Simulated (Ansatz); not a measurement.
Consider a crystal of Ta₂Au₃ in space group Pm-3m (No. 221), with Ta on 1b and 1a; Au on 3c.

These are results of DFT PBE, scalar-relativistic, plane waves, PAW in Ansatz, not measurements. Cutoff 420 eV, Γ-centred mesh, Gaussian smearing, no spin polarisation.

Energies over the elements count from the elements' standard structures at the same level, with no fitted energy shifts.

Question: Give the relaxed lattice parameters and positions.

Answer:

Space group Pm-3m (No. 221). a = 4.954 Å, b = 4.954 Å, c = 4.954 Å, α = 90.00°, β = 90.00°, γ = 90.00°
```csv
atom,site,symmetry,x,y,z
Ta,1b,m-3m,0.5000,0.5000,0.5000
Ta,1a,m-3m,0.0000,0.0000,0.0000
Au,3c,4/mm.m,0.0000,0.5000,0.5000
```

Ta on its first site has 6 Au at 2.48 Å; Ta on its second site is surrounded by 12 Au at 3.50 Å; around Au lie 2 Ta at 2.48 Å, 4 Ta at 3.50 Å and 8 Au at 3.50 Å.

Question: Where does its energy lie, and is it a metal?

Answer: The energy over the elements is +1.58 eV/atom. The gap on the 8×8×8 mesh of the 5-atom cell is 0 eV (a metal). A positive value: parting into the elements would lower its energy.

The last run used Gaussian smearing of 0.10 eV. Spin–orbit coupling, which can matter for Au and Ta, is left out. The cell is a metal run without spin; a magnetic state may lie lower. A structure relaxed within its symmetry needn't be a true minimum.
